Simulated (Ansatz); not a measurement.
Input:

Ta2N:
```cif
data_N3Ta6
_chemical_formula_sum 'Ta6 N3'
_space_group_name_H-M_alt 'P 1'
_space_group_IT_number 1
_cell_length_a 5.29091
_cell_length_b 5.29091
_cell_length_c 4.93050
_cell_angle_alpha 90.000
_cell_angle_beta 90.000
_cell_angle_gamma 120.000
loop_
_space_group_symop_operation_xyz
  'x, y, z'
loop_
_atom_site_label
_atom_site_type_symbol
_atom_site_fract_x
_atom_site_fract_y
_atom_site_fract_z
_atom_site_occupancy
Ta1 Ta 0.66697 0.66697 0.75315 1
Ta2 Ta 0.33303 0.33303 0.24685 1
Ta3 Ta 0.33303 0.00000 0.75315 1
Ta4 Ta 0.66697 0.00000 0.24685 1
Ta5 Ta 0.00000 0.33303 0.75315 1
Ta6 Ta 0.00000 0.66697 0.24685 1
N1 N 0.66667 0.33333 0.50000 1
N2 N 0.33333 0.66667 0.50000 1
N3 N 0.00000 0.00000 0.00000 1
```

This is the r²SCAN-relaxed structure.

Q: All from r²SCAN in the plane-wave PAW code Ansatz, unless another level is named. Predict the electronic character.

A: metallic (no gap).

Q: Give the density of states at the Fermi level.

A: 0.29 states/eV per atom (mean over ±0.08 eV).

Q: Predict the formation energy from the elements (no fitted shifts).

A: -99 kJ/mol of atoms.

Space group P-31m. The workflow started from a Materials Project entry (that database holds measured and hypothetical structures alike); the Crystallography Open Database copy checked does not list it. Whether it is the stable phase at ambient conditions was not checked. Symmetry was held in the r²SCAN relaxation; its stability against distortions is not shown here. No spin polarisation was allowed. With an odd number of electrons in the cell and no spin polarisation, the count alone makes it a metal. The references are the lowest solids computed at this level, not always the standard phases (solids in place of the gases). Spin–orbit coupling is left out wherever it is not named.

Potentials: the later of the program's two PAW sets.
